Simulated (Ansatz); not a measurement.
**NaCaCeBiO6: field gradients at two levels of theory**

Cell: a computed structure from the Materials Project (it need not be an observed phase), taken as it stands.

```cif
data_NaCaCeBiO6
_symmetry_space_group_name_H-M 'P-4n2'
_symmetry_Int_Tables_number 118
_cell_length_a 5.8961
_cell_length_b 5.8961
_cell_length_c 8.6422
_cell_angle_alpha 90.000
_cell_angle_beta 90.000
_cell_angle_gamma 90.000
loop_
_atom_site_label
_atom_site_type_symbol
_atom_site_symmetry_multiplicity
_atom_site_Wyckoff_symbol
_atom_site_fract_x
_atom_site_fract_y
_atom_site_fract_z
Na Na 2 d 0.5000 0.0000 0.2500
Ca Ca 2 c 0.0000 0.5000 0.2500
Ce Ce 2 b 0.0000 0.0000 0.5000
Bi Bi 2 a 0.0000 0.0000 0.0000
O9 O 4 e 0.0000 0.0000 0.2453
O13 O 8 i 0.3213 0.1664 0.9835
```

One atom of each set is listed.

First run. The numbers come from a DFT calculation in Ansatz (PBE, plane waves and PAW, scalar-relativistic, 420 eV cutoff, Γ-centred 4×4×3 k-points, Fermi–Dirac smearing 0.02 eV).

| site | V_zz (10²¹ V/m²) | η |
| --- | --- | --- |
| Na | -0.80 | 0.91 |
| Ca | 6.07 | 0.58 |
| Ce | 1.17 | 0.00 |
| Bi | -0.98 | 0.00 |
| O9 | 8.17 | 0.35 |
| O13 | 9.16 | 0.26 |

Second run. The same atoms and settings, except that the functional is r2SCAN and the cutoff is 500 eV.

Question: What does the second run give?

Answer: 

```csv
site,V_zz,η,change of V_zz
Na,-0.83,0.94,-0.03
Ca,6.20,0.58,+0.13
Ce,0.84,0.00,-0.33
Bi,-1.03,0.00,-0.05
O9,8.25,0.36,+0.08
O13,9.41,0.26,+0.25
```

The largest change of V_zz is on Ce, from 1.17 to 0.84. In per cent, |V_zz| changes by +4 on Na, +2 on Ca, -28 on Ce, +5 on Bi, +1 to +3 on O (all sites that start above 0.5).

Spin–orbit coupling is left out, which shifts gradients on Bi by a few per cent, and by more where contributions nearly cancel.
For the second run: At this cell the principal stresses reach 5 GPa in size with r2SCAN, which can matter for small gradients. The largest force is 0.5 eV/Å, so the atoms aren't at the calculated equilibrium and relaxing them would move these values.
